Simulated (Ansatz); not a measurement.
Ag3Au:
```yaml
crystal:
  lattice:
    - [4.05816, 0.00000, 0.00000]
    - [0.00000, 4.05816, 0.00000]
    - [0.00000, 0.00000, 4.05816]
  atoms:
    - { symbol: Ag, position: [0.50000, 0.00000, 0.50000] }
    - { symbol: Ag, position: [0.00000, 0.50000, 0.50000] }
    - { symbol: Ag, position: [0.50000, 0.50000, 0.00000] }
    - { symbol: Au, position: [0.00000, 0.00000, 0.00000] }
```

Relaxed with PBEsol. Special points in fractions of this cell's reciprocal vectors: Γ (0.000, 0.000, 0.000); X (0.000, 0.500, 0.000); M (0.500, 0.500, 0.000); R (0.500, 0.500, 0.500).

Q: List the band energies nearest the Fermi level at these points for the program Ansatz at the PBEsol with spin–orbit coupling level (PAW).

A: In eV from the Fermi level; about four levels below and three above (degenerate sets whole), none deeper than 8.9 eV; points with the same levels are listed once.

```tsv
k	below	above
Γ	-1.96 -1.96 -1.96 -1.96 -1.69 -1.69	1.00 1.00 1.48 1.48 1.48 1.48
X	-2.64 -2.64 -2.02 -2.02	5.31 5.31 6.08 6.08
M	-0.64 -0.64 -0.50 -0.50	0.16 0.16 8.72 8.72
R	-0.54 -0.54 -0.54 -0.54	2.12 2.12 4.11 4.11 4.11 4.11
```

Space group Pm-3m (Cu3Au type). The workflow started from a Materials Project entry (that database holds measured and hypothetical structures alike); the Crystallography Open Database copy checked does not list it. Its standing as an ambient phase is unchecked. The cell was relaxed with PBEsol under the symmetry of its start; whether a distortion lowers the energy is not shown. The run is not spin-polarised.

Potentials: the later of the program's two PAW sets.
